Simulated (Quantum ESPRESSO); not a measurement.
Kohn-Sham bands of RbBr (rock salt)

```
RbBr
1.0
    0.00000     3.45595     3.45595
    3.45595     0.00000     3.45595
    3.45595     3.45595     0.00000
Rb Br
1 1
Direct
  0.00000   0.00000   0.00000
  0.50000   0.50000   0.50000
```

Materials Project entry mp-22867; symmetrised, unrelaxed at this level. COD (Crystallography Open Database) has an entry of this formula and space group (matched by these alone). Method: PBEsol plane waves in Quantum ESPRESSO 7.5 (PseudoDojo norm-conserving files, 37 Ry, spinors with spin-orbit coupling), Bloch states on a 6×6×6 mesh through Γ, Wannier90 4.0.1. Density: 8×8×8 mesh, cold smearing 0.01 Ry.

Energies are relative to the valence-band maximum; weights are on the orthonormalised atomic waves of the pseudopotential files, averaged over the group. 16 electrons a cell are treated as valence.

| bands | from (eV) | to (eV) | filling | weight on atomic waves |
|---|---|---|---|---|
| 1–2 | -24.57 | -24.56 | filled | (withheld) |
| 3–4 | -12.37 | -12.28 | filled | (withheld) |
| 5–6 | -9.34 | -9.24 | filled | (withheld) |
| 7–10 | -8.52 | -8.35 | filled | (withheld) |
| 11–16 | -1.20 | 0.00 | filled | (withheld) |

Q: Which atomic shells make up each group?

A: 
- 1–2, weight on atomic waves: Rb 4s 99 %
- 3–4, weight on atomic waves: Br 4s 93 %, Rb 5s 5 %
- 5–6, weight on atomic waves: Rb 4p 98 %
- 7–10, weight on atomic waves: Rb 4p 98 %
- 11–16, weight on atomic waves: Br 4p 95 %

The Kohn-Sham gap over both meshes and the path is 3.99 eV.
